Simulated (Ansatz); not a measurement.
Fe2O3 (corundum)

```xyz
10
Lattice="2.3495 1.3565 4.3974 -2.3495 1.3565 4.3974 0.0000 -2.7129 4.3974" Properties=species:S:1:pos:R:3 pbc="T T T"
Fe     0.0000     0.0000     4.5562
Fe     0.0000     0.0000     2.0400
Fe     0.0000     0.0000     8.6361
Fe     0.0000     0.0000    11.1523
O     -0.8743     1.3565     7.6955
O     -0.7376    -1.4354     7.6955
O      1.6119     0.0789     7.6955
O      0.8743    -1.3565     5.4968
O      0.7376     1.4354     5.4968
O     -1.6119    -0.0789     5.4968
```

The slice is a (0001) plane (indices of the conventional cell) through the point (0.064, 0.750, 0.436) (fractional), spanned by u = [1 0 -1] and v = [-1 2 -1] in vectors of this cell: u (4.70 Å) and v (8.14 Å, at 90° to u). It covers one period; positions are fractions (u, v).

Calculation: PBEsol (plane waves to 420 eV, PAW, scalar-relativistic; Ansatz, a program for electronic structure). k mesh 12×12×12. Inside the PAW spheres the values are not all-electron values, and peaks at nuclei hang on which shells count as valence. At this level the bands of Fe2O3 touch or barely overlap; measurements give the solid a gap. Fe2O3 is run spin-polarised and with no Hubbard U; the real compound is an antiferromagnetic insulator, a state that this run doesn't describe. Fe2O3 was relaxed with its symmetry unable to fall. Relaxed Fe2O3 ends ferromagnetic. The PAW data are Ansatz's earlier set. The relaxed volume of Fe2O3 is well below the measured one. Other magnetic orders were not checked, so this need not be the ground state.

Q: Predict the map of the spin density, up minus down on the slice.

A: 
```
v \ u    0.00    0.17    0.33    0.50    0.67    0.83
-----  ------  ------  ------  ------  ------  ------
0.94    0.003   0.000   0.000  -0.001  -0.002  -0.002
0.84    0.002   0.082   0.006   0.057  -0.001  -0.001
0.75   -0.001   0.007  -0.001  -0.001   0.007  -0.001
0.66    0.057  -0.001  -0.001   0.002   0.082   0.006
0.56   -0.001  -0.002  -0.002   0.003   0.000   0.000
0.47   -0.002   0.000  -0.001   0.029  -0.001  -0.001
0.38    0.027   0.001  -0.002   0.001   0.045   0.004
0.28    0.015   0.001  -0.001  -0.002   0.030   0.001
0.19    0.001   0.072   0.004   0.050  -0.001  -0.001
0.09    0.000   0.010   0.001   0.005  -0.001  -0.002
0.00    0.071  -0.002  -0.001  -0.002   0.001   0.000
```

Values: spin density, up minus down in e/Å³.
